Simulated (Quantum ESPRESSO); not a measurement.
Kohn-Sham bands of Hg (P6/mmm, model phase)

```
Hg
1.0
    5.46670     0.00000     0.00000
   -2.73335     4.73430     0.00000
    0.00000     0.00000     3.18522
Hg
3
Direct
  0.33333   0.66667   0.50000
  0.66667   0.33333   0.50000
  0.00000   0.00000   0.00000
```

Structure: Materials Project mp-10861, symmetrised, not relaxed again. This isn't the element's usual structure (rhombohedral); take it as a model of another phase. Method: LDA plane waves in Quantum ESPRESSO 7.5 (PseudoDojo norm-conserving files, 48 Ry, no spin polarisation, no spin-orbit coupling), Bloch states on a 4×4×6 mesh through Γ, Wannier90 4.0.1. Density: 12×12×14 mesh, cold smearing 0.01 Ry. Spin-orbit coupling is left out although heavy elements are present.

Q: List the Kohn-Sham levels between −8 and 3.0 eV relative to the Fermi level at the high-symmetry points, as a band run of pw.x on that density gives them (levels within 2 meV counted together).

A: 
```
point  k (reciprocal lattice)                                                                                                                                      levels (eV)
-----  ----------------------  -----------------------------------------------------------------------------------------------------------------------------------------------
Γ           0.000 0.000 0.000           -7.91, -7.25, -6.86, -6.68, -6.48 (×2), -6.31 (×2), -6.20 (×2), -6.05 (×2), -5.96 (×2), -5.53 (×2), -1.42, -1.07, 1.85 (×2), 1.91 (×2)
M           0.500 0.000 0.000              -7.19, -7.07, -7.02, -6.87, -6.76, -6.55, -6.38, -6.21, -6.18, -5.99, -5.91, -5.70, -5.67, -5.62, -5.52, -5.31, -5.13, -1.80, -0.89
K           0.333 0.333 0.000                                        -7.23, -7.05 (×2), -6.89 (×2), -6.75, -6.10, -6.04 (×2), -5.78 (×2), -5.69, -5.62 (×3), -4.81, -4.77 (×2)
A           0.000 0.000 0.500                            -7.01 (×2), -6.82 (×2), -6.68, -6.36 (×2), -6.28 (×2), -5.76, -5.73 (×2), -5.64 (×2), -5.28, -3.06, -2.55, 2.06, 2.96
L           0.500 0.000 0.500  -6.94, -6.93, -6.87, -6.84, -6.71, -6.45, -6.41, -6.21, -6.06, -6.05, -5.75, -5.73, -5.53, -5.43, -5.41, -1.61, -1.57, -0.98, -0.18, 2.02, 2.49
H           0.333 0.333 0.500               -7.10, -6.79, -6.68 (×2), -6.61 (×2), -6.45 (×2), -6.15, -6.00 (×2), -5.57, -5.44, -5.39 (×2), -1.19 (×2), -0.79, -0.22, 0.67 (×2)
```
